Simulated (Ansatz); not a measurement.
A relaxed cell of C (Fd-3m (No. 227)), relaxed on a k-mesh at least as fine as the one used below. All values below come from r2SCAN (plane waves to 500 eV, PAW, scalar-relativistic; Ansatz, an electronic-structure program). Γ-centred k-mesh 11×11×6 on the run's cell (coarser than for final values), Fermi–Dirac smearing 0.05 eV.

```yaml
crystal:
  lattice:
    - [0.00000, 1.78016, 1.78016]
    - [1.78016, 0.00000, 1.78016]
    - [3.56031, 3.56031, 0.00000]
  atoms:
    - { symbol: C, position: [0.50000, 0.50000, 0.25000] }
    - { symbol: C, position: [0.50000, 0.50000, 0.75000] }
    - { symbol: C, position: [0.75000, 0.75000, 0.37500] }
    - { symbol: C, position: [0.75000, 0.75000, 0.87500] }
```

The atoms are displaced by (Å):

| atom | ux | uy | uz |
|---|---|---|---|
| C1 | -0.003 | -0.072 | -0.179 |
| C2 | 0.065 | -0.170 | -0.013 |
| C3 | -0.047 | 0.062 | 0.053 |
| C4 | 0.162 | -0.035 | 0.015 |

Question: What forces (eV/Å) and pressure result?

Answer: 
```
atom     Fx     Fy     Fz
----  -----  -----  -----
C1    -5.02   4.80   9.34
C2     1.55   5.29  -0.06
C3     6.66  -6.52  -8.18
C4    -3.19  -3.57  -1.10
```

Pressure +17.0 GPa.

Question: Estimate the energy cost of the displacement in the harmonic approximation and compare with the calculation.

Answer: For a harmonic well ΔE = −½ Σ F·u = 2.181 eV a cell, or 545 meV/atom. The calculated energy relative to the undisplaced cell is +548 meV/atom, so the harmonic estimate holds well.

No spin polarisation in the result.

The run that gave the undisplaced cell could not lose the symmetry of its start; a randomly shaken copy of 4 atoms returns to this structure.
